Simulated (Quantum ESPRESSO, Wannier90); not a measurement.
**InSe (R3m), plane waves to Wannier functions**

```
CELL_PARAMETERS angstrom
     -2.02335     3.50454     0.00000
     -4.04669     0.00000     0.00000
     -2.02335     1.16818     8.60852
ATOMIC_POSITIONS crystal
  In 0.11035 0.11035 0.66895
  In 0.00183 0.00183 0.99451
  Se 0.61971 0.61971 0.14086
  Se 0.82581 0.82581 0.52258
```

Structure: Materials Project mp-22691, symmetrised, not relaxed again. COD (Crystallography Open Database) has the formula in 2 space groups, this one among them (matched by group alone). Method: PBEsol plane waves in Quantum ESPRESSO 7.5 (PseudoDojo norm-conserving files, 69 Ry, no spin polarisation, no spin-orbit coupling), Bloch states on a 6×6×6 mesh through Γ, Wannier90 4.0.1. Density: 10×10×10 mesh, Gaussian smearing 0.01 Ry. The cell is built of weakly bound layers, chains or molecules, whose nearest atoms lie 4.03 Å apart. Database cells relaxed without dispersion often hold them too far apart, which can enlarge gaps and weakens couplings between them; spacing and stacking were not compared with the measured crystal. Spin-orbit coupling is left out although heavy elements are present.

Base run: 16 functions from bands 21-46 of the 46 computed, start hydrogen-like In: s;p; Se: s;p, centres 0.05 Å off the atoms, frozen window up to 1.83 eV relative to the valence-band maximum, outer window open. One setting was then changed (edges relative to the valence-band maximum; misfit to pw.x on a path, for states up to 1.3 eV relative to the valence-band maximum).

```json
[
 {"run": "base", "Ω_I (Å²)": "26.97", "rms misfit (meV)": "3.8", "worst (meV)": "30"},
 {"run": "changed", "Ω_I (Å²)": "25.38", "rms misfit (meV)": "138", "worst (meV)": "668"}
]
```

### Question
Which change was made?
A. frozen window to 0.83 eV
B. only the lowest 23 of the kept bands
C. frozen window to 2.83 eV
D. no frozen window

### Answer
D, no frozen window. The others give:

```csv
run,Ω_I (Å²),rms misfit (meV),worst (meV)
frozen window to 0.83 eV,26.28,41,417
frozen window to 2.83 eV,28.42,3.6,25
only the lowest 23 of the kept bands,29.00,2.7,20
```
